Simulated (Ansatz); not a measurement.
**Every step of a relaxation of fcc Ni (110), 4 layers**

DFT, PBE, PAW with Ansatz's default frozen-core files, scalar-relativistic (Ansatz 0.2.0); a Γ-centred 15×10×1 k mesh, Fermi–Dirac smearing of 0.05 eV, spin-polarised from start moments Ni1 1, Ni2 1, Ni3 1, Ni4 1 μB. The run relaxes the atoms in the fixed cell.

Command: `ansatz run input.yaml --threads 2 --pin off --max-ram 6144MiB --backend cpu --events-out ev --progress --plain --runs-dir out` It took 2.9 min on 2 threads of Intel(R) Xeon(R) Platinum 8488C (Sapphire Rapids), with other jobs on the host, peak memory 0.84 GiB.

```yaml
crystal:
  lattice:
    - [2.4880369258, 0.0, 0.0]
    - [0.0, 3.5186155641, 0.0]
    - [0.0, 0.0, 19.7321]
  atoms:
    - { symbol: Ni, position: [0.25, 0.25, 0.4054318753], spin: 1.0 }
    - { symbol: Ni, position: [0.75, 0.75, 0.4684772915], spin: 1.0 }
    - { symbol: Ni, position: [0.25, 0.25, 0.5315227081], spin: 1.0 }
    - { symbol: Ni, position: [0.75, 0.75, 0.5945681247], spin: 1.0 }
magnetization:
  spin_polarized: true
kpoints:
  mp_grid: { grid: [15, 10, 1] }
scf:
  occupations: { method: fermi_dirac, width: 0.05 }
hamiltonian:
  xc: pbe
  pseudopotentials: { kind: paw }
output:
  forces: true
  stress: true
  eigenvalues: true
  write_density: true
  write_potential: true
  elf: true
  volumetric_format: npy
relax:
  f_tol: 0.01
  max_steps: 40
efield:
  axis: 3
  amplitude: 0
  dipole_correction: true
```

Each step lists its free energy a cell above the last geometry, and Cartesian positions (Å) with forces (eV/Å).

The first step:

```
step 1  dF = 72.89 meV
  Ni 0.6220 0.8797 8.0000   0.0000 0.0000 0.5909
  Ni 1.8660 2.6390 9.2440   0.0000 0.0000 -0.2513
  Ni 0.6220 0.8797 10.4881   0.0000 0.0000 0.2514
  Ni 1.8660 2.6390 11.7321   0.0000 0.0000 -0.5912
```

The magnetic state is the one reached from the start moments; other orders weren't searched.

**Question.** Where does the relaxation end, and by which steps?

**Answer.** After 5 geometries, with a shortest distance of 2.420 Å and a cell moment of 2.85 μB. The further steps:
```
step 2  dF = 31.05 meV
  Ni 0.6220 0.8797 8.0404   0.0000 0.0000 0.3744
  Ni 1.8660 2.6390 9.2382   0.0000 0.0000 -0.2121
  Ni 0.6220 0.8797 10.4939   0.0000 0.0000 0.2121
  Ni 1.8660 2.6390 11.6917   0.0000 0.0000 -0.3743
step 3  dF = 0.76 meV
  Ni 0.6220 0.8797 8.1079   0.0000 0.0000 -0.0325
  Ni 1.8660 2.6390 9.2143   0.0000 0.0000 -0.0719
  Ni 0.6220 0.8797 10.5178   0.0000 0.0000 0.0722
  Ni 1.8660 2.6390 11.6242   0.0000 0.0000 0.0322
step 4  dF = 0.14 meV
  Ni 0.6220 0.8797 8.1034   0.0000 0.0000 0.0087
  Ni 1.8660 2.6390 9.2012   0.0000 0.0000 0.0311
  Ni 0.6220 0.8797 10.5309   0.0000 0.0000 -0.0310
  Ni 1.8660 2.6390 11.6287   0.0000 0.0000 -0.0089
step 5  dF = 0.00 meV
  Ni 0.6220 0.8797 8.1043   0.0000 0.0000 0.0005
  Ni 1.8660 2.6390 9.2052   0.0000 0.0000 0.0010
  Ni 0.6220 0.8797 10.5269   0.0000 0.0000 -0.0011
  Ni 1.8660 2.6390 11.6278   0.0000 0.0000 -0.0005
```
